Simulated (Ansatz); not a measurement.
Ti2O3 (corundum)

```yaml
crystal:
  lattice:
    - [2.49574, 1.44092, 4.58833]
    - [-2.49574, 1.44092, 4.58833]
    - [0.00000, -2.88183, 4.58833]
  atoms:
    - { symbol: Ti, position: [0.84570, 0.84570, 0.84570] }
    - { symbol: Ti, position: [0.15430, 0.15430, 0.15430] }
    - { symbol: Ti, position: [0.65430, 0.65430, 0.65430] }
    - { symbol: Ti, position: [0.34570, 0.34570, 0.34570] }
    - { symbol: O, position: [0.06147, 0.43853, 0.75000] }
    - { symbol: O, position: [0.93853, 0.56147, 0.25000] }
    - { symbol: O, position: [0.75000, 0.06147, 0.43853] }
    - { symbol: O, position: [0.25000, 0.93853, 0.56147] }
    - { symbol: O, position: [0.43853, 0.75000, 0.06147] }
    - { symbol: O, position: [0.56147, 0.25000, 0.93853] }
```

The slice is a (1 -1 0 2) plane (indices of the conventional cell) through the point (0.846, 0.846, 0.846) (fractional), spanned by u = [1 0 -1] and v = [010] in vectors of this cell: u (4.99 Å) and v (5.42 Å, at 90° to u). It covers one period; positions are fractions (u, v).

All values below come from LDA (plane waves to 420 eV, PAW, scalar-relativistic; Ansatz, a quantum-chemistry and plane-wave program). k mesh 11×11×11. These are valence fields of a PAW run, semicore shells included where kept as valence: close to a nucleus they are smooth pseudo fields. Ti2O3 is run without spin polarisation and with no Hubbard U. Ti2O3 was relaxed with its symmetry unable to fall.

Three fields on this plane, each scaled to ten steps between its own extremes (0 low, 9 high; the total valence density on a logarithmic scale, the potential cut 8 eV below its top; x marks points blanked near nuclei; v = 0 in the bottom row):

Map A
```
|xxxx743332212234457xxx|
|xxx95321100124566669xx|
|xx9753210002467887679x|
|88766531001257xxx86567|
|67888753111358xxx86545|
|68xxxx75322457xxx86434|
|7xxxxxx643346788865335|
|7xxxxxx755777776653235|
|7xxxxxx779xxx975432124|
|68xxxx979xxxxx95321124|
|468xx878xxxxxxx7321113|
|34566558xxxxxxx7432212|
|12233347xxxxxxx7544322|
|100112359xxxxx96666542|
|2000123579xxx976788764|
|21001356678876568xxx75|
|31113578887654568xxx85|
|422357xxxx8643468xxx75|
|43346xxxxxx75335688876|
|77557xxxxxx75323566777|
|xx977xxxxxx7421234579x|
|xxx979xxxx8642112359xx|
|xxxx878xx8643111237xxx|
|xxxx855665432122347xxx|
```

Map B
```
|xxxx016888889888610xxx|
|xxx00368999999876300xx|
|xx0015899999988654000x|
|00004789999998xxx53100|
|00134689998887xxx55431|
|43xxxx78876665xxx67765|
|4xxxxxx653212245678776|
|5xxxxxx310000003678876|
|5xxxxxx000xxx000477776|
|54xxxx100xxxxx00267776|
|765xx400xxxxxxx0157777|
|78776510xxxxxxx0057888|
|88888610xxxxxxx0168889|
|999986300xxxxx00367899|
|9999985100xxx000456889|
|99999874000000135xxx89|
|88999864310013455xxx78|
|667887xxxx3456776xxx56|
|12356xxxxxx46778765422|
|00013xxxxxx56788763000|
|xx000xxxxxx5677774000x|
|xxx001xxxx4567776200xx|
|xxxx004xx5677777510xxx|
|xxxx015677878887500xxx|
```

Map C
```
|xxxx101222000134211xxx|
|xxx40000000014776313xx|
|xx3100000001479997213x|
|11123421000379xxx95101|
|13689863000379xxx96200|
|48xxxx96200259xxx96201|
|6xxxxxx720001489974102|
|7xxxxxx610221125652003|
|7xxxxxx313xxx311220003|
|69xxxx713xxxxx30000002|
|379xx831xxxxxxx2000001|
|13677412xxxxxxx2011100|
|00222101xxxxxxx1124310|
|000000004xxxxx31367741|
|1000000013xxx312799974|
|30001243211110159xxx97|
|30003689863100269xxx97|
|200269xxxx8410269xxx95|
|00027xxxxxx62014799841|
|22016xxxxxx73002565211|
|xx313xxxxxx7300022113x|
|xxx317xxxx9620000003xx|
|xxxx138xx9731000002xxx|
|xxxx214776310011102xxx|
```

Task: Assign the maps to these fields: electron localisation function (ELF); valence electron density; electrostatic potential energy of an electron, from the cell's mean.

Result: A is the valence electron density; B is the electrostatic potential energy of an electron, from the cell's mean; C is the electron localisation function (ELF).
